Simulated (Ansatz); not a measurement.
Relaxed-ion elastic tensor of GaN (rock salt, Fm-3m) in GPa (Voigt order), r²SCAN (plane waves, PAW; program Ansatz); density 7.42 g/cm³, 9.37 Å³ per atom.

```tsv
	1	2	3	4	5	6
1	369	181	181	0.0	0.0	0.0
2	181	369	181	0.0	0.0	0.0
3	181	181	369	0.0	0.0	0.0
4	0.0	0.0	0.0	235	0.0	0.0
5	0.0	0.0	0.0	0.0	235	0.0
6	0.0	0.0	0.0	0.0	0.0	235
```

Problem. Is the crystal mechanically stable?

Solution. Yes: the smallest eigenvalue of C is 187 GPa.

Problem. Work out the Voigt, Reuss and Hill averages.

Solution. K_V = 244, K_R = 244, K_H = 244; G_V = 179, G_R = 147, G_H = 163 GPa.

Problem. Give Young's modulus, Poisson's ratio, Pugh's ratio and the universal anisotropy index.

Solution. E = 9KG/(3K + G) = 399 GPa; ν = 0.23; K/G = 1.50 (brittle by the Pugh limit of 1.75); A_U = 5G_V/G_R + K_V/K_R − 6 = 1.09.

Problem. Estimate the sound speeds and the Debye temperature.

Solution. v_l = √((K + 4G/3)/ρ) = 7880 m/s, v_t = √(G/ρ) = 4680 m/s, mean 5190 m/s; Θ = (h/k)(3n/4πV)^(1/3) v_m = 732 K.

Problem. Give the Zener ratio and Young's modulus along [100], [110] and [111].

Solution. A = 2C44/(C11 − C12) = 2.51; 1/E = S11 − 2(S11 − S12 − S44/2)Γ with Γ = 0, 1/4, 1/3 gives 249, 415, 534 GPa.

Problem. Solve the Christoffel equation for the three sound speeds along [100], [110], [111].

Solution. Eigenvalues of C_ijkl n_j n_l equal ρv². In km/s, slowest first: [100] 5.63, 5.63, 7.05; [110] 3.56, 5.63, 8.30; [111] 4.36, 4.36, 8.67.

This is a known high-pressure phase of the composition, computed here at zero pressure and temperature. The cell was relaxed with r²SCAN under the symmetry of its start; phonons on a q-mesh show no instability.

Potentials: the later of the program's two PAW sets.
